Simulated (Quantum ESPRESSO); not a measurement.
Empty bands for a GW run on PbS (space group R3m, No. 160): 122 bands on a 4×4×4 mesh, LDA, PseudoDojo standard norm-conserving files, scalar-relativistic, Quantum ESPRESSO. The input, in which only the diagonalization keyword changes:

```
&CONTROL
  calculation = 'nscf'
  pseudo_dir = './pseudo'
  outdir = './out'
/
&SYSTEM
  ibrav = 0
  nat = 2
  ntyp = 2
  ecutwfc = 56.0
  ecutrho = 224.0
  occupations = 'fixed'
  force_symmorphic = .true.
  nbnd = 122
/
&ELECTRONS
  conv_thr = 2e-09
  diago_full_acc = .true.
  diago_thr_init = 1e-08
  diagonalization = 'david'
/
ATOMIC_SPECIES
S 32.0600 S.upf
Pb 207.2000 Pb.upf
CELL_PARAMETERS angstrom
  2.112660117000   1.219744887000   3.451917000000
 -2.112660117000   1.219744887000   3.451917000000
  0.000000000000  -2.439489775000   3.451917000000
ATOMIC_POSITIONS crystal
S   0.524963000000   0.524963000000   0.524963000000
Pb   0.019430000000   0.019430000000   0.019430000000
K_POINTS automatic
4 4 4 0 0 0
```

```csv
diagonalization,mean iterations per k point,rough time,largest change of an eigenvalue (eV)
david,20,1,–
cg,43,about 3×,6e-06
paro,16,within a factor of two,4e-08
```

An iteration means different work in each solver, so the counts don't rank them. Times are rough ratios from shared machines.

Spin-orbit coupling is not included.

Geometry of the Materials Project entry, not relaxed at this level.
